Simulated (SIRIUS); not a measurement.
Consider a self-consistent single point of Ge (P6_3/mmc, 4 atoms in the cell; from Materials Project mp-1007760, lattice scaled a little).

```yaml
crystal:
  lattice:
    - [4.01038, 0.00000, 0.00000]
    - [-2.00519, 3.47309, 0.00000]
    - [0.00000, 0.00000, 6.62050]
  atoms:
    - { symbol: Ge, position: [0.66667, 0.33333, 0.06290] }
    - { symbol: Ge, position: [0.33333, 0.66667, 0.93710] }
    - { symbol: Ge, position: [0.33333, 0.66667, 0.56290] }
    - { symbol: Ge, position: [0.66667, 0.33333, 0.43710] }
```

Level of theory: PBEsol, PseudoDojo 0.4 standard norm-conserving PBEsol (tails mended) pseudopotentials (plane waves; SIRIUS).

SIRIUS settings:

| setting | value |
|---|---|
| parameters.ngridk | 7 7 3 |
| parameters.xc_functionals | [XC_GGA_X_PBE_SOL, XC_GGA_C_PBE_SOL] |
| parameters.gk_cutoff | 8.832 1/bohr |
| parameters.pw_cutoff | 17.664 1/bohr |
| parameters.smearing | gaussian |
| parameters.smearing_width | 0.00367493 Ha |
| potentials | PseudoDojo 0.4 standard norm-conserving PBEsol (tails mended) pseudopotentials |
| parameters.electronic_structure_method | pseudopotential |
| parameters.num_bands | 34 |
| parameters.num_mag_dims | 0 |
| parameters.num_dft_iter | 100 |
| parameters.energy_tol | 1e-07 Ha |
| parameters.density_tol | 1e-06 |
| mixer.type | anderson |
| mixer.beta | 0.3 |
| mixer.use_hartree | true |

Results:

| Property | Result |
|---|---|
| Number of valence electrons | 56 |
| Number of bands | 34 |
| Number of k-points after the program's reduction | 16 |
| Number of plane waves (most at a k-point) | 7283 |
| Number of SCF iterations | 15 |
| FFT grid | 45 × 45 × 75 |
| Free energy E − TS | -9709.1133 eV |
| Pressure | -0.57 GPa |
| Largest force (vector length) | 0.019 eV/Å |

Forces (eV/Å):
```tsv
atom	Fx	Fy	Fz
Ge1	0.000	0.000	0.019
Ge2	0.000	0.000	-0.019
Ge3	0.000	0.000	0.019
Ge4	0.000	0.000	-0.019
```

Stress (GPa, positive for compression):
```
-0.48   0.00   0.00
 0.00  -0.48   0.00
 0.00   0.00  -0.75
```

The structure comes from a collection of computed structures, made at another level of theory; the collection holds predicted forms beside known ones. Its lattice was then scaled. No clean gap shows at this smearing width and mesh (spacing up to 0.32 Å⁻¹); the mesh is coarse for partly filled bands, so the values carry mesh errors. Semi-local functionals can close small gaps.

Cost on one core: very roughly 100 core-seconds.

“Tails mended”: in these copies of the files the far tail of each local potential was reset to the Coulomb form.
